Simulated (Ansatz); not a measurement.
Ge in space group I4/mmm (No. 139; Ge on 8h) under volume change, r²SCAN in the plane-wave PAW code Ansatz, shape and atoms relaxed at each volume.

```csv
V (Å³/atom),E − E(relaxed) (meV/atom),P (GPa)
22.017,47.3,7.60
22.743,19.8,4.63
23.469,4.7,2.12
24.195,0.0,0.00
24.921,4.1,-1.78
25.646,15.7,-3.27
26.372,33.4,-4.53
```

What does a third-order Birch–Murnaghan fit give for V₀, B₀ and B′?

V₀ = 24.20 Å³/atom, B₀ = 64.4 GPa, B′ = 4.7.

The start of the workflow was typed in or built on a structure type; neither database checked (COD, Materials Project) lists it. It is not the phase usual at ambient conditions (space group No. 227). The r²SCAN relaxation kept the symmetry of its start; its stability against distortions is not shown here. The volume moved by 28 % from the start of the relaxation.

Potentials: the later of the program's two PAW sets.
